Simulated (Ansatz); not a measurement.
Cd2SeS:
```xyz
4
Lattice="4.1574 0.0000 0.0000 -2.0787 3.6004 0.0000 0.0000 0.0000 6.7970" Properties=species:S:1:pos:R:3 pbc="T T T"
Cd     0.0000     0.0000     3.3209
Cd     0.0000     2.4003     0.0719
Se     0.0000     2.4003     4.2628
S      0.0000     0.0000     0.8271
```

Cartesian axes are those of the cell as given.

**Question.** Give the proper piezoelectric stress tensor with relaxed ions from DFT-LDA in the program Ansatz with PAW potentials.

**Answer.** In C/m², rows x, y, z, Voigt columns; mesh uncertainty up to 0.01.
```
 0.00   0.00   0.00   0.00   0.14  -0.03
-0.03   0.03   0.00   0.14   0.00   0.00
 0.20   0.20  -0.36   0.00   0.00   0.00
```

The elastic tensor of the same run (GPa):

```
85.9  53.1  45.9   0.9   0.0   0.0
53.1  85.9  45.9  -0.9   0.0   0.0
45.9  45.9  97.6   0.0   0.0   0.0
 0.9  -0.9   0.0  14.4   0.0   0.0
 0.0   0.0   0.0   0.0  14.4   0.9
 0.0   0.0   0.0   0.0   0.9  16.4
```

**Question.** Convert to strain constants d = e·S.

**Answer.** In pC/N:
```
 0.0   0.0   0.0   0.0  10.0  -2.5
-1.3   1.3   0.0  10.0   0.0   0.0
 3.8   3.8  -7.3   0.0   0.0   0.0
```

Space group P3m1. The workflow started from a Materials Project entry (that database holds measured and hypothetical structures alike); the Crystallography Open Database copy checked does not list it. Whether it is the stable phase at ambient conditions was not checked. The cell was relaxed with LDA under the symmetry of its start; of distortions, only those at the zone centre were tested.

Potentials: the later of the program's two PAW sets.
